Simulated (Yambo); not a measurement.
TiO2 (space group P2_1/c, No. 14), G0W0@PBEsol in Yambo with this input:

```
rim_cut
gw0
dyson
el_el_corr
HF_and_locXC
ppa
em1d
RandQpts= 1000000
RandGvec= 1 Ry
EXXRLvcs= 84 Ry
VXCRLvcs= 336 Ry
Chimod= "HARTREE"
% BndsRnXp
 5 | 242 |
%
NGsBlkXp= 8 Ry
% LongDrXp
 1.0 | 1.0 | 1.0 |
%
PPAPntXp= 27.2114 eV
% GbndRnge
 1 | 242 |
%
GTermKind= "BG"
DysSolver= "n"
ExtendOut
```

On a 4×2×2 mesh, with wavefunctions cut at 84 Ry, the gap (Γ → (-0.5, 0, 0)) is 3.647 eV and the valence edge shifts by -0.153 eV.

Q: What happens with this change: no terminator?

A: The gap rises by 0.095 eV, to 3.742 eV; the shift of the valence edge becomes 0.057 eV. Neither run is shown to be the converged limit.

Geometry of the Materials Project entry, not relaxed at this level; primitive cell a = 4.8127 Å, b = 4.8719 Å, c = 5.0410 Å, α = 90.00°, β = 99.86°, γ = 90.00°.

This is not the ordinary phase of the substance.

A shift is the quasiparticle energy of the state minus its PBEsol energy.
